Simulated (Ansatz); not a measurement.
This cell of Mg (hcp, Mg type) is off equilibrium:

```yaml
crystal:
  lattice:
    - [3.21655, 0.00000, 0.00000]
    - [-1.60828, 2.78562, 0.00000]
    - [0.00000, 0.00000, 5.04333]
  atoms:
    - { symbol: Mg, position: [0.33333, 0.66667, 0.75000] }
    - { symbol: Mg, position: [0.66667, 0.33333, 0.25000] }
```

Calculation: r2SCAN (plane waves to 500 eV, PAW, scalar-relativistic; Ansatz, a quantum-chemistry and plane-wave program). k mesh 17×17×9 (Γ-centred), Fermi-Dirac smearing 0.05 eV. E stands for the smeared free energy. Compression counts positive. With partly filled bands, the response to shear is sensitive to the k mesh, so small differences along c/a are uncertain. Mg was relaxed with its symmetry unable to fall.

**Question.** What is the stress tensor (GPa)?

**Answer.** 
```
   -0.7      0.0      0.0
    0.0     -0.7      0.0
    0.0      0.0      1.4
```
The pressure, a third of the trace, is 0.0 GPa.

**Question.** It is the relaxed cell deformed to V/V₀ = 1.000, (c/a)/(c/a)₀ = 0.960, c along z, fractional positions held. What is its energy relative to the relaxed cell?

**Answer.** 4 meV/atom.

(A scan under strain: stresses follow from slopes of the energy per volume, elastic moduli from its curvatures.)
